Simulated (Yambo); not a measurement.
Yambo run on SrO (rock salt, space group Fm-3m, No. 225). The wavefunctions come from this Quantum ESPRESSO step (PBEsol, PseudoDojo standard norm-conserving files, scalar-relativistic):

```
&CONTROL
  calculation = 'nscf'
  pseudo_dir = './pseudo'
  outdir = './out'
/
&SYSTEM
  ibrav = 0
  nat = 2
  ntyp = 2
  ecutwfc = 84.0
  ecutrho = 336.0
  occupations = 'fixed'
  force_symmorphic = .true.
  nbnd = 80
/
&ELECTRONS
  conv_thr = 2e-09
  diago_full_acc = .true.
  diago_thr_init = 1e-08
/
ATOMIC_SPECIES
O 15.9990 O.upf
Sr 87.6200 Sr.upf
CELL_PARAMETERS angstrom
  0.000000000000   2.559451693000   2.559451693000
  2.559451693000   0.000000000000   2.559451693000
  2.559451693000   2.559451693000   0.000000000000
ATOMIC_POSITIONS crystal
O   0.000000000000   0.000000000000   0.000000000000
Sr   0.500000000000   0.500000000000   0.500000000000
K_POINTS automatic
6 6 6 0 0 0
```

Yambo input:

```
rim_cut
gw0
dyson
el_el_corr
HF_and_locXC
ppa
em1d
RandQpts= 1000000
RandGvec= 1 Ry
EXXRLvcs= 84 Ry
VXCRLvcs= 336 Ry
Chimod= "HARTREE"
% BndsRnXp
 1 | 77 |
%
NGsBlkXp= 10 Ry
% LongDrXp
 1.0 | 1.0 | 1.0 |
%
PPAPntXp= 27.2114 eV
% GbndRnge
 1 | 77 |
%
GTermKind= "BG"
DysSolver= "n"
ExtendOut
% QPkrange
 1 | 1 | 8 | 9 |
 4 | 4 | 8 | 9 |
 13 | 13 | 8 | 9 |
%
```

k points by index: 1 = Γ, 4 = L, 13 = X.

Table of the .qp output:

```
#    K-point    Band    Eo [eV]    E [eV]    E-Eo [eV]    Vxc [eV]    Vnlxc [eV]    Sc|Eo [eV]    Sc|E [eV]    dSc/dw|Eo [eV]    Re(Z)    Im(Z)
#
    1    8    0.000000    -1.071372    -1.071372    -18.77244    -24.09885    3.960868    4.255036    -7.470553    0.784596    -0.001323
    1    9    3.956941    4.610642    0.653701    -10.36612    -5.895041    -3.701569    -3.817381    -4.820271    0.849514    -0.880029E-3
    4    8    -1.148632    -2.369747    -1.221115    -17.20225    -22.70651    4.003808    4.283150    -6.065756    0.814957    -0.047455
    4    9    6.583357    7.789781    1.206424    -14.11537    -8.831207    -3.819137    -4.077743    -5.832548    0.823490    -0.942935E-3
    13    8    -0.067822    -1.169790    -1.101968    -18.62017    -23.95712    3.935593    4.234986    -7.392181    0.786373    -0.001323
    13    9    3.202945    4.044957    0.842012    -9.543739    -4.788374    -3.772968    -3.913353    -4.536393    0.857111    -0.851163E-3
```
(The two width columns are left out.) Convergence of these settings isn't established.

Geometry relaxed with PBEsol.
